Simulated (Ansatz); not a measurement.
These are results of DFT PBE, scalar-relativistic, plane waves, PAW, and for the lanthanide a 4f-in-core norm-conserving potential, in Ansatz 0.2.0, not measurements. Settings: cutoff 690 eV, Γ-centred meshes spaced at most about 0.3 Å⁻¹, and about 0.25 Å⁻¹ or finer for metals (2π included), Gaussian smearing. No spin polarisation in the final relaxations.

Temperature and zero-point effects are left out.

Two forms of SmGaC were relaxed alike.

1.

```
Sm Ga C
1.0
     3.11988    0.00000    0.00000
     0.00000    3.11988    0.00000
     0.00000    0.00000    5.80481
Sm Ga C
1 1 1
Cartesian
  1.5599 1.5599 0.0000
  1.5599 1.5599 2.9024
  0.0000 0.0000 2.9024
```

2.

```
Sm Ga C
1.0
     3.54094    0.00000    0.00000
    -1.77047    3.06654    0.00000
     0.00000    0.00000    8.73974
Sm Ga C
2 2 2
Direct
  0.00000 0.00000 0.00000
  0.00000 0.00000 0.50000
  0.33333 0.66667 0.25000
  0.66667 0.33333 0.75000
  0.33333 0.66667 0.75000
  0.66667 0.33333 0.25000
```

Question: Which is lower in energy, and by how much?

Answer: Cell 2 is lower, by 1.24 eV/atom. Cell 1 has space group P4/mmm (No. 123), 18.8 Å³/atom and no gap on its mesh; cell 2 has space group P6_3/mmc (No. 194), 15.8 Å³/atom and no gap. Counting C atoms around Ga and Sm (those within 1.25 times the shortest such distance or 1.15 times the sum of covalent radii, 1.27 where that leaves under three; the shortest distance is added where it exceeds 1.18 times the sum of covalent radii), cell 1 has Sm 8 from 3.6 Å, Ga 4 and cell 2 has Sm 6, Ga 3. The denser one is the lower, and pressure would at first widen the difference. Both come from invented guesses. A third cell relaxed alike, in P4/mmm, lies 57 meV/atom below the lower of the two.

Cells relaxed within their symmetry can be saddle points.

The lanthanide is trivalent by construction, without f bands, f moments or other valences.
